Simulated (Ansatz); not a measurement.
Relaxed Si (space group Ia-3):

```
CELL_PARAMETERS angstrom
     -6.56775     6.56775     6.56775
      0.00000     0.00000     6.56775
      0.00000     6.56775     0.00000
ATOMIC_POSITIONS crystal
  Si 0.89779 0.20442 0.20442
  Si 0.39779 0.20442 0.20442
  Si 0.10221 0.00000 0.29558
  Si 0.60221 0.00000 0.29558
  Si 0.89779 0.50000 0.00000
  Si 0.39779 0.50000 0.00000
  Si 0.60221 0.29558 0.50000
  Si 0.10221 0.29558 0.50000
  Si 0.60221 0.79558 0.79558
  Si 0.10221 0.79558 0.79558
  Si 0.89779 0.00000 0.70442
  Si 0.39779 0.00000 0.70442
  Si 0.10221 0.50000 0.00000
  Si 0.60221 0.50000 0.00000
  Si 0.39779 0.70442 0.50000
  Si 0.89779 0.70442 0.50000
```

The atoms are displaced by Q × the pattern below (from a DFPT mode at H = (0.5, 0.5, 0.5), largest move 1; Q in Å), at fixed cell. It is one choice among 3 degenerate patterns. (q is in reciprocal vectors of the primitive cell; the cell shown is doubled to hold the pattern.)

```tsv
atom	x	y	z
Si1	-0.487	-0.372	-0.791
Si2	0.487	0.372	0.791
Si3	0.487	0.372	-0.791
Si4	-0.487	-0.372	0.791
Si5	0.487	-0.372	-0.791
Si6	-0.487	0.372	0.791
Si7	0.487	-0.372	0.791
Si8	-0.487	0.372	-0.791
Si9	0.487	0.372	0.791
Si10	-0.487	-0.372	-0.791
Si11	0.487	0.372	-0.791
Si12	-0.487	-0.372	0.791
Si13	0.487	-0.372	-0.791
Si14	-0.487	0.372	0.791
Si15	0.487	-0.372	0.791
Si16	-0.487	0.372	-0.791
```

All values below come from LDA (plane waves to 420 eV, PAW, scalar-relativistic; Ansatz, an electronic-structure program). k mesh 10×10×10 (Γ-centred), Fermi-Dirac smearing 0.05 eV. E stands for the smeared free energy. Stress and pressure are positive under compression. With partly filled bands, energies and forces of such displacements shift with the k mesh and the smearing. Si was relaxed with its symmetry unable to fall. This is one of several known forms of Si; the measured ambient cells at hand have space group No. 227. ΔE is measured from the undisplaced structure.

```tsv
Q (Å)	−dE/dQ from forces (eV/Å)	ΔE (meV/cell)	P (GPa)
-0.180	4.716	…	-0.5
-0.150	4.034	…	-0.4
-0.120	3.301	202	-0.2
-0.090	2.518	…	-0.1
-0.060	1.699	…	-0.1
-0.030	0.857	13	0.0
0.000	0.000	0	0.0
0.030	-0.857	13	0.0
0.060	-1.699	…	-0.1
0.090	-2.518	…	-0.1
0.120	-3.301	202	-0.2
0.150	-4.034	…	-0.4
0.180	-4.716	…	-0.5
```

**Question.** Fill in the missing entries.

**Answer.** 
- -0.180, ΔE (meV/cell): 443
- -0.150, ΔE (meV/cell): 312
- -0.090, ΔE (meV/cell): 115
- -0.060, ΔE (meV/cell): 51
- 0.060, ΔE (meV/cell): 51
- 0.090, ΔE (meV/cell): 115
- 0.150, ΔE (meV/cell): 312
- 0.180, ΔE (meV/cell): 443

(For displaced atoms, the force is minus the slope of the energy, and its curvature is a force constant, which sets phonon frequencies.)
